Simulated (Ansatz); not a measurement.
SnTe (rock salt)

```
SnTe
1.0
    0.00000     6.40917     6.40917
    3.20458     0.00000     3.20458
    3.20458     3.20458     0.00000
Te Sn
2 2
Direct
  0.00000   0.00000   0.00000
  0.50000   0.00000   0.00000
  0.25000   0.50000   0.50000
  0.75000   0.50000   0.50000
```

A phonon eigenvector at L = (0.5, 0.0, 0.0) is frozen into this cell: atom i moves by Q times the vector below, so Q is the largest atomic displacement, in Å. The cell is held. (q is in reciprocal vectors of the primitive cell; the cell shown is doubled to hold the pattern.)

```json
[
 {"atom": "Te1", "x": "-0.577", "y": "0.577", "z": "0.577"},
 {"atom": "Te2", "x": "0.577", "y": "-0.577", "z": "-0.577"}
]
```

Atoms not listed stay in place.

Computed with PBE (plane waves to 420 eV, PAW, scalar-relativistic; Ansatz, a quantum-chemistry and plane-wave program). k mesh 13×13×13 (Γ-centred), Fermi-Dirac smearing 0.05 eV. Energies are smeared free energies. SnTe was relaxed with its symmetry unable to fall. Spin-orbit coupling is left out, though Te is heavy. ΔE is measured from the undisplaced structure.

```tsv
Q (Å)	ΔE (meV/cell)
-0.1000	withheld
-0.0833	33.8
-0.0667	21.6
-0.0500	12.2
-0.0333	5.4
-0.0167	1.4
0.0000	0.0
0.0167	1.4
0.0333	5.4
0.0500	12.2
0.0667	21.6
0.0833	33.8
0.1000	withheld
```

Fit an even polynomial form (powers 2, 4) to the given rows and predict ΔE at Q = 0.1000.

Least squares on the 11 given rows: ΔE = (4862)·Q² + (974.8)·Q⁴, in meV/cell with Q in Å; root-mean-square residual 0.03 meV/cell. At 0.1000 the fit gives 48.7 meV/cell; the calculation gives 48.6 meV/cell, so the extrapolation is off by 0.1 (+0.2 %). The quadratic term alone would give 48.6 meV/cell.

(For displaced atoms, the force is minus the slope of the energy, and its curvature is a force constant, which sets phonon frequencies.)
